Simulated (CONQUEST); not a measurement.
CONQUEST run on Tc (Fm-3m, 4 atoms in the cell; from COD 1534910): self-consistent single point.

Computed with PBEsol, numerical atomic orbitals double-zeta with polarisation (the shipped basis), PseudoDojo norm-conserving potentials made for PBEsol (CONQUEST).

```
CELL_PARAMETERS angstrom
      3.90000     0.00000     0.00000
      0.00000     3.90000     0.00000
      0.00000     0.00000     3.90000
ATOMIC_POSITIONS crystal
  Tc 0.00000 0.00000 0.00000
  Tc 0.00000 0.50000 0.50000
  Tc 0.50000 0.00000 0.50000
  Tc 0.50000 0.50000 0.00000
```

Reference input (self-consistent single point, DFT, PBEsol, numerical atomic orbitals double-zeta with polarisation (the shipped basis), PseudoDojo norm-conserving potentials made for PBEsol): basis = DZP; Diag.MPMeshX, Y, Z = 4 4 4; potentials = PseudoDojo norm-conserving PBEsol; Grid.GridCutoff = 175 Ha; DM.SolutionMethod = diagon; Diag.SmearingType = 1; Diag.kT = 0.004998 Ha; Diag.GammaCentred = true; Diag.MPOrder = 1; minE.SCTolerance = 1.0e-06; SC.MaxIters = 100; SC.LinearMixingFactor = 0.5. This run's input differs from it in these lines:

```diff
@@ -22,3 +22,3 @@
 Diag.MPOrder                   1
-Diag.kT                        0.004998
+Diag.kT                        0.011025
```

Output (repeated stretches shortened):

```
    new_SC_potl: Starting.  Tolerance:  0.10000E-05

    PulayMixSC: Starting Pulay mixing, A_up =  0.500 A_dn =  0.500
    PulayMixSC: Spin non-polarised calculation.
    PulayMixSC: with Kerker preconditioning, q0 =  0.100
          Harris-Foulkes Energy            :      -339.235787426025581 Ha
          GroundState Energy (kT --> 0)    :      -339.237554718520755 Ha
          Free Energy (E-TS)               :      -339.238438364768342 Ha
          DFT Total Energy                 :      -339.194054670606647 Ha
          Total number of electrons        :        60.000000000011354
   [... lines left out ...]
          Total number of electrons        :        60.000075317488871
    PulayMixSC: Pulay iteration     5 residual:              0.15203E-05
          Harris-Foulkes Energy            :      -339.213561336458440 Ha
          GroundState Energy (kT --> 0)    :      -339.215537530151778 Ha
          Free Energy (E-TS)               :      -339.216525626998418 Ha
          DFT Total Energy                 :      -339.213561336277735 Ha
          Total number of electrons        :        60.000076762710762
    PulayMixSC: Pulay iteration     6 residual:              0.17441E-06
    PulayMixSC: Reached SCF tolerance of  0.17441E-06 after      6 iterations
      | Number of electrons      =        60.000077
      |* band energy as 2Tr[K.H] =       -74.767188604706263 Ha
      |  screened ion-ion energy =      -261.248655806632712 Ha
      |  Ha correction           =         1.598699234339379 Ha
      |  XC correction           =        -4.796419899717397 Ha
      | GS Energy with kT -> 0   =      -339.215537530151778 Ha
      | Free Energy as E-TS      =      -339.216525626998418 Ha
      |* Harris-Foulkes energy   =      -339.213561336458440 Ha
      |* DFT total energy        =      -339.213561336277735 Ha
      |  estimated accuracy      =        -0.000000000180705 Ha

    force: Forces on atoms (Ha/A )
    force:  Atom   X              Y              Z
   [... lines left out ...]
    force: Maximum force :        0.00000000(Ha/A ) on atom         1 in z direction
   [... lines left out ...]
    force: Force Residual:        0.00000000 Ha/A
    force: Total stress:          8.25054299     0.00000000     0.00000000 GPa
                             0.00000000     8.25054299     0.00000000
                             0.00000000     0.00000000     8.25054299
    force: Average pressure:     -8.25054299 GPa

    force: Finished force
    get_E_and_F: Change in energy during last step of electronic optimisation:  0.31093E-06
```

The run converged in 6 iterations. CONQUEST prints the stress tensor with tension positive. Against the reference run the free energy goes down by 7.7 meV/atom and the pressure goes from -8.43 to -8.25 GPa.

The starting cell comes from an entry of a crystal-structure database; it serves only as a starting point and was not checked for soundness. The program uses no crystal symmetry, so grid and mesh can part values that symmetry would make equal. The atom-centred basis is finite, which shifts total energies and pressures against plane waves. This run is one point of a test of settings, so its values need not be converged; read them against the reference run alone. No clean gap shows at this smearing width and mesh (spacing up to 0.40 Å⁻¹); the mesh is coarse for partly filled bands, so the values carry mesh errors.

Cost on one core: around 80 core-seconds (rough).
